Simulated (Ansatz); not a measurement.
Co2Si: field gradients at two levels of theory

Cell: a structure deposited in the COD whose atoms were relaxed with PBE, the cell held.

```yaml
crystal:
  lattice:
    - [4.91800, 0.00000, 0.00000]
    - [0.00000, 3.73800, 0.00000]
    - [0.00000, 0.00000, 7.10900]
  atoms:
    - { symbol: Co, position: [0.96470, 0.75000, 0.21686] }
    - { symbol: Co, position: [0.03530, 0.25000, 0.78314] }
    - { symbol: Co, position: [0.53530, 0.25000, 0.71686] }
    - { symbol: Co, position: [0.46470, 0.75000, 0.28314] }
    - { symbol: Co, position: [0.82628, 0.75000, 0.56379] }
    - { symbol: Co, position: [0.17372, 0.25000, 0.43621] }
    - { symbol: Co, position: [0.67372, 0.25000, 0.06379] }
    - { symbol: Co, position: [0.32628, 0.75000, 0.93621] }
    - { symbol: Si, position: [0.29533, 0.75000, 0.60675] }
    - { symbol: Si, position: [0.70467, 0.25000, 0.39325] }
    - { symbol: Si, position: [0.20467, 0.25000, 0.10675] }
    - { symbol: Si, position: [0.79533, 0.75000, 0.89325] }
```

Sites (sets of like atoms) are named by element and the number of their first atom in this list.

First run. Level of theory: DFT, PBE, plane waves and PAW, scalar-relativistic, collinear spin, 420 eV cutoff, Γ-centred 9×12×6 k-points, Fermi–Dirac smearing 0.05 eV (Ansatz 0.2.0). Start moments as typed (μB): 3 on each Co, none on the rest.

| site | atom | V_zz (10²¹ V/m²) | η | m (μB) |
| --- | --- | --- | --- | --- |
| Co1 | 1 | 1.25 | 0.01 | 0.52 |
| Co5 | 5 | 1.36 | 0.82 | 0.30 |
| Si | 9 | 3.08 | 0.20 | -0.03 |

Second run. The same atoms and settings, except that the functional is PBEsol.

**Question.** Given the first result, estimate the second.

**Answer.** 

| site | atom | V_zz | η | change of V_zz | m (μB) |
| --- | --- | --- | --- | --- | --- |
| Co1 | 1 | 1.13 | 0.10 | -0.12 | 0.45 |
| Co5 | 5 | 1.37 | 0.76 | +0.01 | 0.27 |
| Si | 9 | 3.05 | 0.20 | -0.03 | -0.02 |

The largest change of V_zz is on Co1, from 1.25 to 1.13. In per cent, |V_zz| changes by -1 on Si (all sites that start above 2). The absolute magnetisation of the cell goes from 3.7 to 3.2 μB.

The run finds no gap above 0.1 eV (a metal, or nearly one), so the gradients can move by 10 % or more with the k-mesh. The run lost most of its start moments on Co; a state with other moments may lie lower. The magnetic order is the one that the run reached from its start moments, not necessarily the measured one (the real compound may not order at all).
For the first run: At this cell the principal stresses reach 6 GPa in size with PBE, which can matter for small gradients. With these PAW files V_zz is typically within 2 to 3 % of all-electron values, but misses above 10 % occur on Co.
For the second run: At this cell the PBEsol pressure is -13 GPa, so with PBEsol the cell would shrink if it were relaxed.
